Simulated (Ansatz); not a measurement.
Here is the system:

WSe2:
```
CELL_PARAMETERS angstrom
     -2.50543     2.50543     5.80099
      2.50543    -2.50543     5.80099
      2.50543     2.50543    -5.80099
ATOMIC_POSITIONS crystal
  W  0.50000 0.50000 0.00000
  W  0.25000 0.75000 0.50000
  Se 0.28180 0.28180 0.00000
  Se 0.03180 0.53180 0.50000
  Se 0.46820 0.96820 0.50000
  Se 0.71820 0.71820 0.00000
```

This is the PBE-relaxed structure.

All from the program Ansatz at the PBE level (PAW), unless another level is named. Give the electronic character.

metallic (no gap).

And the formation energy from the elements (no fitted shifts)?

0.11 eV/atom.

Give the density of states at the Fermi level.

0.73 states/eV per atom (mean over ±0.08 eV).

Space group I4_1/amd (anatase). The cell is a constructed one: a structure type filled with these elements; neither database checked (COD, Materials Project) lists it. It is not the phase usual at ambient conditions (space group No. 194). Symmetry was held in the PBE relaxation; whether a distortion lowers the energy is not shown. The run is not spin-polarised. The references are the lowest solids computed at this level, not always the standard phases. Scalar-relativistic: spin–orbit coupling is off unless named, which matters more the heavier the elements.

Potentials: the later of the program's two PAW sets.
